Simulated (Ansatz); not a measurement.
## Ta₄C₃ (Pm-3m), an elastic constant from a strain scan

Computed with DFT r2SCAN, scalar-relativistic, plane waves, PAW (Ansatz). Cutoff 500 eV, Γ-centred 10×10×10 k-points, Gaussian smearing of 0.15 eV. Spin–orbit coupling is left out, which can shift energies with elements as heavy as these. No spin polarisation. Energies are free energies at this smearing, counted from the undisturbed cell; pressure is positive in compression.

Zero of the scan (relaxed at this level; it needn't be the usual structure):

```xyz
7
Lattice="4.4248 0.0000 0.0000 0.0000 4.4248 0.0000 0.0000 0.0000 4.4248" Properties=species:S:1:pos:R:3 pbc="T T T"
Ta    0.0000    2.2124    2.2124
Ta    2.2124    0.0000    2.2124
Ta    2.2124    2.2124    0.0000
Ta    0.0000    0.0000    0.0000
C     2.2124    0.0000    0.0000
C     0.0000    2.2124    0.0000
C     0.0000    0.0000    2.2124
```

The cell is strained by ε times the Voigt pattern (0, 0, 0, 0, 1, 0) (xx, yy, zz, yz, xz, xy; engineering shear) with fractional coordinates fixed. The cell holds 7 atoms in V0 = 86.63 Å³. The stress column is τ = (1/V0) dE/dε, got from the stress tensor σ (compression positive) at each point as −det(1 + εP) σ : P(1 + εP)⁻¹, with P the pattern as a tensor.

| ε | ΔE (meV/atom) | τ (GPa) |
| --- | --- | --- |
| -0.0350 | 5.841 | -4.298 |
| -0.0300 | 4.297 | -3.695 |
| -0.0250 | 2.987 | -3.086 |
| -0.0200 | 1.914 | -2.474 |
| -0.0150 | 1.077 | -1.859 |
| -0.0100 | 0.478 | -1.240 |
| -0.0050 | 0.119 | -0.621 |
| 0.0000 | 0.000 | 0.000 |
| 0.0050 | 0.119 | 0.621 |
| 0.0100 | 0.478 | 1.240 |
| 0.0150 | 1.077 | 1.859 |
| 0.0200 | 1.914 | 2.474 |
| 0.0250 | 2.987 | 3.086 |
| 0.0300 | 4.297 | 3.695 |
| 0.0350 | 5.841 | 4.298 |
| 0.0400 | ? | ? |

Which combination of elastic constants does this scan measure, and how large is it?

For small ε, τ = τ0 + Kε with K = pᵀCp, which for this pattern is C44 in the cubic axes. The parabola through τ at ε = -0.0050, 0 and 0.0050 has slope K = 124 GPa at zero. The energies per cell, E = NΔE, of the same two points give K = 2[E(ε₊)/ε₊ − E(ε₋)/ε₋]/[(ε₊ − ε₋)V0] = 123 GPa, in agreement.

Predict the withheld row at ε = 0.0400 from the harmonic law, and compare.

ΔE = V0(τ0 ε + Kε²/2)/N = 7.669 meV/atom and τ = 4.96 GPa. The calculation gives 7.617 meV/atom and 4.90 GPa, a miss of 0.7 % of the harmonic energy, so the harmonic law still holds here.

In a metal these slopes depend on the k mesh and the smearing.

Cost: 9 runs of about 8 core-minutes in all, on Oxide Virtual Turin-like Processor (Zen 5) (shared hosts).